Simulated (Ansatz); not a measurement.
Input, command and steps of an Ansatz relaxation.

```yaml
crystal:
  lattice:
    - [0.0, 3.3286749863, 3.3286749863]
    - [3.3286749863, 0.0, 3.3286749863]
    - [3.3286749863, 3.3286749863, 0.0]
  atoms:
    - { symbol: Ti, position: [0.5, 0.5, 0.5], spin: -0.29 }
    - { symbol: Ti, position: [0.75, 0.75, 0.75], spin: -0.29 }
    - { symbol: Co, position: [0.125, 0.125, 0.125], spin: 0.76 }
    - { symbol: Co, position: [0.625, 0.125, 0.125], spin: 0.76 }
    - { symbol: Co, position: [0.125, 0.125, 0.625], spin: 0.76 }
    - { symbol: Co, position: [0.125, 0.625, 0.125], spin: 0.76 }
basis:
  ecutwfc: 420
kpoints:
  mp_grid: { grid: [10, 10, 10] }
hamiltonian:
  xc: lda
scf:
  occupations: { method: gaussian, width: 0.1 }
output:
  forces: true
  stress: true
  eigenvalues: true
  populations: true
magnetization:
  spin_polarized: true
relax:
  adjacent_minimum: "off"
  f_tol: 0.005
  max_steps: 50
  cell: { stress_tol: 0.05 }
```

```bash
ansatz run input.yaml --threads 1 --pin off --max-ram 2560MiB --backend cpu --events-out ev --progress --plain --runs-dir out
```

All numbers below come from Ansatz, DFT LDA, scalar-relativistic, plane waves, PAW.

Of 7 frames 6 are shown, positions in Å and forces in eV/Å; the SCF threshold varies from step to step. Steps run on the plane waves of an earlier cell, with a Pulay correction in the pressure. The basis is chosen afresh for the last frame, the zero of the energies, and at times for earlier ones too; energy and pressure step there, also at an unchanged geometry.

```xyz
6
Lattice="0.0000 3.3287 3.3287 3.3287 0.0000 3.3287 3.3287 3.3287 0.0000" Properties=species:S:1:pos:R:3:forces:R:3 pbc="T T T" step=1 free_energy_over_end_meV_per_atom=50.40 pressure_GPa=-16.37
Ti    3.3287    3.3287    3.3287    0.0000    0.0000    0.0000
Ti    4.9930    4.9930    4.9930    0.0000    0.0000    0.0000
Co    0.8322    0.8322    0.8322    0.0000    0.0000    0.0000
Co    0.8322    2.4965    2.4965    0.0000    0.0000    0.0000
Co    2.4965    2.4965    0.8322    0.0000    0.0000    0.0000
Co    2.4965    0.8322    2.4965    0.0000    0.0000    0.0000
6
Lattice="0.0000 3.2599 3.2599 3.2599 0.0000 3.2599 3.2599 3.2599 0.0000" Properties=species:S:1:pos:R:3:forces:R:3 pbc="T T T" step=2 free_energy_over_end_meV_per_atom=1.41 pressure_GPa=-3.55
Ti    3.2599    3.2599    3.2599    0.0000    0.0000    0.0000
Ti    4.8898    4.8898    4.8898    0.0000    0.0000    0.0000
Co    0.8150    0.8150    0.8150    0.0000    0.0000    0.0000
Co    0.8150    2.4449    2.4449    0.0000    0.0000    0.0000
Co    2.4449    2.4449    0.8150    0.0000    0.0000    0.0000
Co    2.4449    0.8150    2.4449    0.0000    0.0000    0.0000
6
Lattice="0.0000 3.2418 3.2418 3.2418 0.0000 3.2418 3.2418 3.2418 0.0000" Properties=species:S:1:pos:R:3:forces:R:3 pbc="T T T" step=3 free_energy_over_end_meV_per_atom=-0.67 pressure_GPa=0.51
Ti    3.2418    3.2418    3.2418    0.0000    0.0000    0.0000
Ti    4.8627    4.8627    4.8627    0.0000    0.0000    0.0000
Co    0.8105    0.8105    0.8105    0.0000    0.0000    0.0000
Co    0.8105    2.4314    2.4314    0.0000    0.0000    0.0000
Co    2.4314    2.4314    0.8105    0.0000    0.0000    0.0000
Co    2.4314    0.8105    2.4314    0.0000    0.0000    0.0000
6
Lattice="0.0000 3.2440 3.2440 3.2440 0.0000 3.2440 3.2440 3.2440 0.0000" Properties=species:S:1:pos:R:3:forces:R:3 pbc="T T T" step=4 free_energy_over_end_meV_per_atom=-0.68 pressure_GPa=0.00
Ti    3.2440    3.2440    3.2440    0.0000    0.0000    0.0000
Ti    4.8660    4.8660    4.8660    0.0000    0.0000    0.0000
Co    0.8110    0.8110    0.8110    0.0000    0.0000    0.0000
Co    0.8110    2.4330    2.4330    0.0000    0.0000    0.0000
Co    2.4330    2.4330    0.8110    0.0000    0.0000    0.0000
Co    2.4330    0.8110    2.4330    0.0000    0.0000    0.0000
6
Lattice="0.0000 3.2440 3.2440 3.2440 0.0000 3.2440 3.2440 3.2440 0.0000" Properties=species:S:1:pos:R:3:forces:R:3 pbc="T T T" step=5 free_energy_over_end_meV_per_atom=0.01 pressure_GPa=-0.12
Ti    3.2440    3.2440    3.2440    0.0000    0.0000    0.0000
Ti    4.8660    4.8660    4.8660    0.0000    0.0000    0.0000
Co    0.8110    0.8110    0.8110    0.0000    0.0000    0.0000
Co    0.8110    2.4330    2.4330    0.0000    0.0000    0.0000
Co    2.4330    2.4330    0.8110    0.0000    0.0000    0.0000
Co    2.4330    0.8110    2.4330    0.0000    0.0000    0.0000
6
Lattice="0.0000 3.2435 3.2435 3.2435 0.0000 3.2435 3.2435 3.2435 0.0000" Properties=species:S:1:pos:R:3:forces:R:3 pbc="T T T" step=7 free_energy_over_end_meV_per_atom=0.00 pressure_GPa=0.00
Ti    3.2435    3.2435    3.2435    0.0000    0.0000    0.0000
Ti    4.8653    4.8653    4.8653    0.0000    0.0000    0.0000
Co    0.8109    0.8109    0.8109    0.0000    0.0000    0.0000
Co    0.8109    2.4326    2.4326    0.0000    0.0000    0.0000
Co    2.4326    2.4326    0.8109    0.0000    0.0000    0.0000
Co    2.4326    0.8109    2.4326    0.0000    0.0000    0.0000
```

The run took 4.2 min on 1 thread of Arm Neoverse V2 (shared host), peak memory 0.59 GiB.